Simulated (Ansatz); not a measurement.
ZnO (CsCl type, Pm-3m), plane-wave PAW r²SCAN (Ansatz code), all energies at zero smearing, with the estimated change up to a 700 eV cutoff added, with one set of potentials and settings (totals compare only within such a set). Cell of 2 atoms (1 Zn, 1 O): -3893.447 eV.

```json
[
 {"element": "Zn", "reference phase": "P6_3/mmc, 2 atoms in the cell", "E (eV/atom)": "-3325.6729"},
 {"element": "O", "reference phase": "C2/m, 4 atoms in the cell, spin-polarised", "E (eV/atom)": "-566.0281"}
]
```

Formation energy per atom, worked out: (-3893.447 − 1×(-3325.6729) − 1×(-566.0281))/2 = -0.873 eV/atom (-84 kJ per mol of atoms), at 0 K, without zero-point energy or fitted corrections.

The cell is a constructed one: a structure type filled with these elements; neither database checked (COD, Materials Project) lists it. It is not the phase usual at ambient conditions (space group No. 186). Symmetry was held in the r²SCAN relaxation. At this level the phase is mechanically unstable. The references are the lowest solids computed at this level, not always the standard phases (solids in place of the gases).

Potentials: the later of the program's two PAW sets.
